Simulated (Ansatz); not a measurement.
HfB2:
```
HfB2
1.0
    3.14499     0.00000     0.00000
   -1.57249     2.72364     0.00000
    0.00000     0.00000     3.48747
Hf B
1 2
Direct
  0.00000   0.00000   0.00000
  0.33333   0.66667   0.50000
  0.66667   0.33333   0.50000
```

Relaxed with PBE. Special points in fractions of this cell's reciprocal vectors: Γ (0.000, 0.000, 0.000); M (0.500, 0.000, 0.000); K (0.333, 0.333, 0.000); A (0.000, 0.000, 0.500); L (0.500, 0.000, 0.500); H (0.333, 0.333, 0.500).

Q: List the band energies nearest the Fermi level at these points for PBE with spin–orbit coupling (plane waves, PAW; program Ansatz).

A: In eV from the Fermi level; about four levels below and three above (degenerate sets whole), none deeper than 8.9 eV; points with the same levels are listed once.

| k | below | above |
|---|---|---|
| Γ | -2.85 -2.85 -2.77 -2.77 | 3.86 3.86 4.02 4.02 |
| M | -3.40 -3.40 -2.86 -2.86 | 2.13 2.13 2.70 2.70 |
| K | -2.61 -2.61 -2.54 -2.54 | 1.63 1.63 1.81 1.81 |
| A | -1.16 -1.16 -1.15 -1.15 | 0.23 0.23 0.33 0.33 |
| L | -4.69 -4.69 -2.71 -2.71 | 3.99 3.99 4.09 4.09 |
| H | -3.34 -3.34 -2.97 -2.97 | 4.40 4.40 5.36 5.36 |

Space group P6/mmm. Symmetry was held in the PBE relaxation. The run is not spin-polarised.

Potentials: the later of the program's two PAW sets.
